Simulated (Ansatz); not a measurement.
ZrGa₃, DFT, LDA, all-electron PAW with datasets made for the crystal, scalar-relativistic (Ansatz 0.2.0), run on 1 thread of Intel(R) Xeon(R) 6975P-C (Granite Rapids) on a shared host.

The geometry is COD entry 1523054, unchecked; take it as a test cell. It is an old determination, and later ones may differ. The listed cell was then made from it by scaling, straining or moving an atom.

Command: `ansatz run input.yaml --threads 1 --pin off --max-ram 4096MiB --backend cpu --events-out ev --progress --plain --runs-dir out`

```yaml
crystal:
  lattice:
    - [-1.9855, 1.9855, 4.45179]
    - [1.9855, -1.9855, 4.45179]
    - [1.9855, 1.9855, -4.45179]
  atoms:
    - { symbol: Zr, position: [0.0, 0.0, 0.0] }
    - { symbol: Ga, position: [0.5, 0.5, 0.0] }
    - { symbol: Ga, position: [0.75, 0.25, 0.5] }
    - { symbol: Ga, position: [0.25, 0.75, 0.5] }
kpoints:
  mp_grid: { grid: [12, 12, 12] }
scf:
  occupations: { method: fermi_dirac, width: 0.03 }
hamiltonian:
  xc: lda
  pseudopotentials: { kind: all_electron, datasets: crystal }
output:
  forces: true
  stress: true
  eigenvalues: true
  efg: { contact_densities: true }
```

(1) How large is the problem that the program sets up?

(2) Estimate the wall time and the peak memory.

(3) And the same cell and mesh by PAW with the default files, asked for forces, stress, eigenvalues, efg, on the same hardware?

## Answers

(1) 163 irreducible k-points, 583 plane waves at Γ, 31 bands.

(2) 35 s of wall time for 10 SCF iterations, with a peak of 1.1 GiB. Times on shared machines scatter by tens of per cent.

(3) 11 s, peak memory 0.63 GiB.
